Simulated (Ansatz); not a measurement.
**Every step of a relaxation of hcp Ru (0001), 5 layers**

DFT, PBE, PAW with Ansatz's default frozen-core files, scalar-relativistic (Ansatz 0.2.0); a Γ-centred 14×14×1 k mesh, Fermi–Dirac smearing of 0.08 eV, no spin polarisation. The run relaxes the atoms in the fixed cell.

Command: `ansatz run input.yaml --threads 2 --pin off --max-ram 4096MiB --backend cpu --events-out ev --progress --plain --runs-dir out` It took 27 s on 2 threads of Intel(R) Xeon(R) Platinum 8488C (Sapphire Rapids), on a shared host, peak memory 0.49 GiB.

```yaml
crystal:
  lattice:
    - [2.7207384562, 0.0, 0.0]
    - [-1.3603692281, 2.3562286201, 0.0]
    - [0.0, 0.0, 24.5921]
  atoms:
    - { symbol: Ru, position: [0.0, 0.0, 0.3253073639] }
    - { symbol: Ru, position: [0.333333334, 0.666666666, 0.4126536821] }
    - { symbol: Ru, position: [0.0, 0.0, 0.4999999997] }
    - { symbol: Ru, position: [0.333333334, 0.666666666, 0.5873463179] }
    - { symbol: Ru, position: [0.0, 0.0, 0.6746926361] }
kpoints:
  mp_grid: { grid: [14, 14, 1] }
scf:
  occupations: { method: fermi_dirac, width: 0.08 }
hamiltonian:
  xc: pbe
  pseudopotentials: { kind: paw }
output:
  forces: true
  stress: true
  eigenvalues: true
relax:
  f_tol: 0.01
  max_steps: 40
efield:
  axis: 3
  amplitude: 0
  dipole_correction: true
```

Each step lists its free energy a cell above the last geometry, and Cartesian positions (Å) with forces (eV/Å).

The first step:

```
step 1  dF = 60.34 meV
  Ru 0.0000 0.0000 8.0000   0.0000 0.0000 0.6965
  Ru 0.0000 1.5708 10.1480   0.0000 0.0000 -0.7029
  Ru 0.0000 0.0000 12.2960   0.0000 0.0000 0.0000
  Ru 0.0000 1.5708 14.4441   0.0000 0.0000 0.7029
  Ru 0.0000 0.0000 16.5921   0.0000 0.0000 -0.6965
```

Task: Where does the relaxation end, and by which steps?

Result: After 4 geometries, with a shortest distance of 2.595 Å. The further steps:
```
step 2  dF = 22.19 meV
  Ru 0.0000 0.0000 8.1207   0.0000 0.0000 -0.4860
  Ru 0.0000 1.5708 10.1447   0.0000 0.0000 0.2880
  Ru 0.0000 0.0000 12.2960   0.0000 0.0000 0.0000
  Ru 0.0000 1.5708 14.4474   0.0000 0.0000 -0.2880
  Ru 0.0000 0.0000 16.4714   0.0000 0.0000 0.4860
step 3  dF = 0.24 meV
  Ru 0.0000 0.0000 8.0649   0.0000 0.0000 -0.0192
  Ru 0.0000 1.5708 10.1282   0.0000 0.0000 0.0602
  Ru 0.0000 0.0000 12.2960   0.0000 0.0000 0.0000
  Ru 0.0000 1.5708 14.4639   0.0000 0.0000 -0.0602
  Ru 0.0000 0.0000 16.5272   0.0000 0.0000 0.0192
step 4  dF = 0.00 meV
  Ru 0.0000 0.0000 8.0667   0.0000 0.0000 0.0000
  Ru 0.0000 1.5708 10.1326   0.0000 0.0000 0.0023
  Ru 0.0000 0.0000 12.2960   0.0000 0.0000 0.0000
  Ru 0.0000 1.5708 14.4595   0.0000 0.0000 -0.0023
  Ru 0.0000 0.0000 16.5254   0.0000 0.0000 0.0000
step 5  dF = 0.00 meV  (same geometry, solved once more)
  Ru 0.0000 0.0000 8.0667   0.0000 0.0000 0.0000
  Ru 0.0000 1.5708 10.1326   0.0000 0.0000 0.0024
  Ru 0.0000 0.0000 12.2960   0.0000 0.0000 0.0000
  Ru 0.0000 1.5708 14.4595   0.0000 0.0000 -0.0024
  Ru 0.0000 0.0000 16.5254   0.0000 0.0000 0.0000
```
